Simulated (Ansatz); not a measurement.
The end point of a relaxation of CeO2. Calculation: r2SCAN (plane waves to 500 eV, PAW, scalar-relativistic; Ansatz, an electronic-structure program).

```xyz
3
Lattice="0.0000 2.7189 2.7189 2.7189 0.0000 2.7189 2.7189 2.7189 0.0000" Properties=species:S:1:pos:R:3 pbc="T T T"
Ce     0.0000     0.0000     0.0000
O      1.3594     1.3594     1.3594
O      4.0783     4.0783     4.0783
```

Task: Find the space group and the Wyckoff positions (tolerance 0.01 Å).

Result: Space group Fm-3m (No. 225); a = b = c = 5.4377 Å, α = β = γ = 90.00°

```tsv
atom	site	symmetry	x	y	z
Ce	4a	m-3m	0.0000	0.0000	0.0000
O	8c	-43m	0.2500	0.2500	0.2500
```

This is the fluorite type.

Task: Give the shortest distances between elements (the closest pairs, up to four, under 3.6 Å).

Result: Ce–O 2.35 Å; O–O 2.72 Å.

The volume per atom is 13.40 Å³, the band gap is 2.21 eV, indirect (valence top at k = (0, 0.2222, -0.2222), conduction bottom at L) (no spin-orbit coupling) and the smallest direct gap is 2.30 eV at k = (0, 0.2222, -0.3333). The magnetic moment comes out as zero (the starting moments vanished).

No spin polarisation in the result: the starting moments vanished. No Hubbard U is applied. The 4f state was not searched, so a lower electronic state may exist.

Measured for CeO2: a 5.391 Å (0 K or low temperature; as listed in Stimac, Jared C., Goldman, Nir, arXiv (2024)); gap 3 eV (as listed in Fabien Tran et al., Journal of Applied Physics (2019)). Computed minus measured — a: r2SCAN +0.9 %; gap: r2SCAN -0.79 eV. The computed values are for a static lattice, and a measured gap can be an optical one, lowered by exciton binding.

The run could not lose the symmetry of its start; a randomly shaken copy of 6 atoms returns to this structure.
